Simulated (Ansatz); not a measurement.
SiGe:
Space group Cm (No. 8); a = 13.589 Å, b = c = 7.847 Å, α = γ = 90.00°, β = 125.25°

```tsv
atom	site	symmetry	x	y	z
Si	2a	m	0.4987	0.5000	0.9962
Ge	4b	1	0.1250	0.2470	0.1279
Ge	2a	m	0.4986	0.0000	0.0012
Ge	4b	1	0.2500	0.2473	0.9971
Ge	2a	m	0.3779	0.5000	0.1279
Si	2a	m	0.3750	0.0000	0.1251
Si	4b	1	0.2500	0.2524	0.5027
Si	2a	m	0.3750	0.5000	0.6251
Ge	2a	m	0.3721	0.0000	0.6220
Si	2a	m	0.0014	0.0000	0.5038
Si	4b	1	0.1250	0.2473	0.6223
Ge	2a	m	0.0015	0.5000	0.4987
```
(The calculation used a cell of 16 atoms; values per cell refer to that cell.)

Relaxed with r²SCAN (plane waves, PAW; program Ansatz). Indices refer to the conventional cell of Cm, a = 13.5892 Å, b = 7.8471 Å, c = 7.8466 Å, α = γ = 90.00°, β = 125.25°.

Problem. Simulate the powder diffraction pattern (Cu Kα, λ = 1.54184 Å; lines above 1 %) up to 2θ = 90°.

Solution. Simulated powder pattern, Cu Kα, λ = 1.54184 Å (kinematic, ideal powder, no thermal factors, no anomalous dispersion; the 30 strongest lines at most, above 1 %, up to 2θ = 90°):

```
2θ (°)  d (Å)  I/Imax (%)                  hkl
------  -----  ----------  -------------------
13.82   6.407          16          (001)+(110)
15.97   5.549         3.6             (-1 1 1)
22.66   3.923         3.9       (111)+(-3 1 1)
26.64   3.346          12          (021)+(201)
27.85   3.203         100       (220)+(-4 0 2)
35.25   2.546         7.0       (221)+(-4 0 3)
36.20   2.481         2.9    (-5 1 1)+(-1 3 1)
39.79   2.265         2.0       (131)+(-5 1 3)
42.32   2.136         5.4    (-4 2 3)+(-6 0 1)
46.28   1.962          72       (222)+(-6 2 2)
48.54   1.876         4.5       (-6 2 3)+(041)
49.27   1.850         1.3    (-3 3 3)+(-5 3 1)
54.20   1.692         1.5          (241)+(203)
54.88   1.673          43    (-2 2 4)+(-4 4 2)
59.49   1.554         2.5       (-4 4 3)+(223)
62.65   1.483         1.0       (151)+(-7 3 1)
64.50   1.445         2.8    (-6 4 1)+(-8 2 1)
67.53   1.387          11       (-4 4 4)+(800)
73.97   1.281         1.6          (423)+(243)
74.54   1.273         9.8          (442)+(260)
74.56   1.273         7.2   (-10 2 4)+(-8 4 2)
78.53   1.218         1.3       (-8 4 1)+(261)
83.01   1.163         1.2       (821)+(-2 4 5)
85.78   1.133         2.0                (404)
85.79   1.133          16          (262)+(840)
85.81   1.132         5.9  (-10 2 6)+(-12 0 4)
87.45   1.115         1.4       (443)+(-6 6 3)
```

The start of the workflow was typed in or built on a structure type; neither database checked (COD, Materials Project) lists it. Whether it is the stable phase at ambient conditions was not checked. The r²SCAN relaxation kept the symmetry of its start; its stability against distortions is not shown here.

Potentials: the earlier of the program's two PAW sets. The files were generated under PBE; for other functionals the program regenerates the frozen cores, and for LDA and PBEsol the local potential too.
